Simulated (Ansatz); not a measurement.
## Two states of Yb2MnH6

```yaml
crystal:
  lattice:
    - [5.15783, 0.00000, 0.00000]
    - [-2.57892, 4.46682, 0.00000]
    - [0.00000, 0.00000, 3.84094]
  atoms:
    - { symbol: Yb, position: [0.33330, 0.66670, 0.26410] }
    - { symbol: Yb, position: [0.66670, 0.33330, 0.73590] }
    - { symbol: Mn, position: [0.00000, 0.00000, 0.00000] }
    - { symbol: H, position: [0.82210, 0.17790, 0.24300] }
    - { symbol: H, position: [0.82210, 0.64420, 0.24300] }
    - { symbol: H, position: [0.35580, 0.17790, 0.24300] }
    - { symbol: H, position: [0.17790, 0.82210, 0.75700] }
    - { symbol: H, position: [0.64420, 0.82210, 0.75700] }
    - { symbol: H, position: [0.17790, 0.35580, 0.75700] }
```

Method: PBE; PAW, plane waves to 420 eV, 4×4×5 Γ-centred mesh, fermi-dirac occupations (width 0.1 eV) (Ansatz 0.2.0), atoms fixed.

State A: Mn3 up (collinear spin). State B: no moments (no spin polarisation).

Problem. Which state is lower, and how do they differ?

Solution. State A is lower by 18.3 meV an atom at zero smearing; in free energy at this smearing B lies +14.9 meV an atom from A.

```csv
state,free energy (meV/atom),largest moment in a small sphere (μB),net moment (μB/cell),gap on mesh (eV),pressure (GPa),largest force (eV/Å)
A,0.0,0.91,1.03,metal,-8.4,0.75
B,14.9,0.00,0.00,metal,-9.3,0.77
```

Origin: a known structure type with other elements, at an estimated volume, so it need not be a known compound. Caveats: the k mesh is coarse if the cell is a metal; f shells without a U or exact exchange are poorly placed.
